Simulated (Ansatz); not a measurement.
The start is a generated cell, CsPbCl3 placed in the AFLOW prototype ABC3_hR10_161_a_a_b (as in LiNbO3). Cell shape, volume and atoms are optimised at zero target pressure with PBE (plane waves to 420 eV, PAW, scalar-relativistic; Ansatz, an electronic-structure program). The first steps use a coarse 4×4×4 k-mesh.

The start:
```
CELL_PARAMETERS angstrom
      3.96096     2.28686     6.97371
     -3.96096     2.28686     6.97371
      0.00000    -4.57372     6.97371
ATOMIC_POSITIONS crystal
  Cs 0.28750 0.28750 0.28750
  Cs 0.78750 0.78750 0.78750
  Pb 0.01280 0.01280 0.01280
  Pb 0.51280 0.51280 0.51280
  Cl 0.74643 0.14093 0.36263
  Cl 0.36263 0.74643 0.14093
  Cl 0.14093 0.36263 0.74643
  Cl 0.86263 0.64093 0.24643
  Cl 0.24643 0.86263 0.64093
  Cl 0.64093 0.24643 0.86263
```

### Question
Which atoms feel the largest initial force, and how large is it?

### Answer
0.55 eV/Å, on Cl5, Cl6, Cl7, Cl8, Cl9, Cl10 (atoms numbered as listed).

### Question
How much energy is released per atom?

### Answer
58 meV/atom.

### Question
How do the shortest distances between atoms change?

### Answer
The closest pairs of elements (up to four, under 3.6 Å), start → end: Cl–Pb 2.88 → 2.89 Å; Cl–Cs 3.18 → 3.56 Å.

### Question
What does it relax into? Give the structure.

### Answer

```cif
data_Cl18Cs6Pb6
_chemical_formula_sum 'Cs6 Pb6 Cl18'
_space_group_name_H-M_alt 'R3c :H'
_space_group_IT_number 161
_space_group_name_Hall 'R 3 -2"c'
_cell_length_a 8.12294
_cell_length_b 8.12294
_cell_length_c 19.41656
_cell_angle_alpha 90.000
_cell_angle_beta 90.000
_cell_angle_gamma 120.000
loop_
_atom_site_label
_atom_site_type_symbol
_atom_site_symmetry_multiplicity
_atom_site_Wyckoff_symbol
_atom_site_fract_x
_atom_site_fract_y
_atom_site_fract_z
_atom_site_occupancy
Cs1 Cs 6 a 0.00000 0.00000 0.26295 1
Pb1 Pb 6 a 0.00000 0.00000 0.01011 1
Cl1 Cl 18 b 0.10544 0.33562 0.09241 1
```
(The calculation used a cell of 10 atoms; values per cell refer to that cell.)

The space group stays R3c (No. 161) (the run could not lower it), with 10 atoms in the primitive cell. Final values are on a 5×5×5 k-mesh of the relaxed cell. No spin polarisation in the result.

The run could not lose the symmetry of its start, so the end can be a saddle point.

The relaxed structure here is a generated cell of CsPbCl3: the first start was made by placing the elements on the sites of a structure type, and the end was not matched to a known phase here, so it may be hypothetical. Known forms of CsPbCl3 include space group No. 221.
